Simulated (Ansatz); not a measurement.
Te$_{4}$Mo$_{3}$:
Space group R-3, hexagonal axes (No. 148); a = b = 10.371 Å, c = 11.924 Å, α = β = 90.00°, γ = 120.00°

```json
[
 {"atom": "Te", "site": "6c", "symmetry": "3.", "x": "0.0000", "y": "0.0000", "z": "0.2850"},
 {"atom": "Te", "site": "18f", "symmetry": "1", "x": "0.0285", "y": "0.3241", "z": "0.0870"},
 {"atom": "Mo", "site": "18f", "symmetry": "1", "x": "0.1550", "y": "0.1418", "z": "0.0950"}
]
```
(The calculation used a cell of 14 atoms; values per cell refer to that cell.)

Relaxed at zero pressure with plane-wave PAW r²SCAN (Ansatz code).

Q: The volume is lowered by 6 % and shape and atoms relax at that volume. What pressure results, and how do the axes share the change?

A: 2.7 GPa; a -1.9 %, b -1.9 %, c -2.2 %; the energy rises by 12 meV/atom.

Q: Give the new structure.

A: 
Space group R-3, hexagonal axes (No. 148); a = b = 10.169 Å, c = 11.658 Å, α = β = 90.00°, γ = 120.00°

```json
[
 {"atom": "Te", "site": "6c", "symmetry": "3.", "x": "0.0000", "y": "0.0000", "z": "0.2922"},
 {"atom": "Te", "site": "18f", "symmetry": "1", "x": "0.0355", "y": "0.3319", "z": "0.0862"},
 {"atom": "Mo", "site": "18f", "symmetry": "1", "x": "0.1587", "y": "0.1422", "z": "0.0978"}
]
```

The phase is kept; no other phase was compared at this pressure.

The workflow started from a Materials Project entry (that database holds measured and hypothetical structures alike); the Crystallography Open Database files this formula in space group No. 148, but the cells were not matched. Whether it is the stable phase at ambient conditions was not checked. The cell was relaxed with r²SCAN under the symmetry of its start; its stability against distortions is not shown here. No spin polarisation was allowed. Scalar-relativistic: spin–orbit coupling is off unless named, which matters more the heavier the elements.

Potentials: the later of the program's two PAW sets.
